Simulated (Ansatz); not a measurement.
Values for one crystal, relaxed and computed with DFT-PBE in the program Ansatz with PAW potentials; other levels are named.

```yaml
volume_per_atom: 12.59 Å³
electronic_character: metallic (no gap)
Density of states at the Fermi level: 0.51 states/eV per atom (mean over ±0.08 eV)
Formation energy from the elements (no fitted shifts): -489 meV/atom
```

### Question
Which of these materials gives this?
A) Nb3Sn, Fm-3m (Sn on 4a, Nb on 4b, Nb on 8c)
B) AlNi, Cmcm (Al on 4c, Ni on 4c)
C) TaAl, CsCl type
D) AlPd, Cmcm (Al on 4c, Pd on 4c)

### Answer
B, AlNi, Cmcm (Al on 4c, Ni on 4c)

The start of the workflow was typed in or built on a structure type; neither database checked (COD, Materials Project) lists it. It is not the phase usual at ambient conditions (space group No. 221). Symmetry was held in the PBE relaxation; its stability against distortions is not shown here. The workflow began spin-polarised and lost its moments. The references are the lowest solids computed at this level, not always the standard phases.

Potentials: the earlier of the program's two PAW sets.
